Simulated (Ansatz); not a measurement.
SrIrBr, a disordered cell

```xyz
6
Lattice="4.0009 -0.2856 0.6087 0.5008 5.6585 -0.7355 -0.3812 -0.3811 6.8695" Properties=species:S:1:pos:R:3 pbc="T T T"
Sr    3.1089    3.2143    2.4627
Sr    1.1338    0.8596    0.7997
Ir    2.8038    3.4743    6.2449
Ir    0.9155    4.8076    4.0883
Br    2.3905    0.5322    3.6369
Br    0.2668    1.8381    4.4441
```

Single point in Ansatz 0.2.0 with PBE, no spin polarisation. Cutoff 420 eV, PAW datasets, 5×3×3 Γ-centred k mesh, cold filling (width 0.03 eV).

Q: Which atom feels the largest force, and which way?

A: The largest is on Br6: 4.46 eV/Å, components (0.34, 2.96, 3.32). It makes 137° with the line to a nearest neighbour, Br5 at 2.56 Å, pointing away from it.

Q: What is the formation energy?

A: 0.49 eV an atom against the elements' usual phases (free molecules for gases, crystals otherwise, with no correction for O₂ or N₂), so at this geometry it isn't bound against them. Relaxing would lower it.

Q: Describe some of the short contacts.

A: Br–Br at 2.56 Å: least valence density 0.42 e/Å³ and ELF 0.27 there. Ir–Br at 2.69 Å: least valence density 0.36 e/Å³ and ELF 0.20 there. Ir–Ir at 2.82 Å: least valence density 0.38 e/Å³ and ELF 0.46 there. These are pseudo-fields; inside the PAW spheres they differ from the all-electron ones.

Q: What does the stress say?

A: The pressure is 1.7 GPa (compression positive), so with the atoms held at these fractions the cell would first expand; the forces are large, so a full relaxation may end otherwise. The principal stresses -10.4, 6.9, 8.7 GPa differ, so its shape would change too.

Q: Is there a gap?

A: It is a metal, with about 6.6 states/eV a cell as the mean within 0.25 eV of the Fermi level, mostly Ir d (68 %) and Br p (14 %).

Origin: a disordered cell, so it need not be a known compound. Caveats: many states at the Fermi level without spin polarisation, so a magnetic state may lie lower; the k mesh is coarse if the cell is a metal; atoms or cell far from equilibrium.
